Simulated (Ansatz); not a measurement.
Task: Sc (hcp (Mg type), P6_3/mmc) is relaxed with DFT-r²SCAN in the program Ansatz with PAW potentials. What lattice parameters of the conventional cell result?

Result: a = 3.331 Å, c = 5.194 Å.

The cell was relaxed with r²SCAN under the symmetry of its start. The run is not spin-polarised. Axis ratios of metals converge slowly with the k-mesh, so a and c are less sure than the volume.

Potentials: the earlier of the program's two PAW sets.
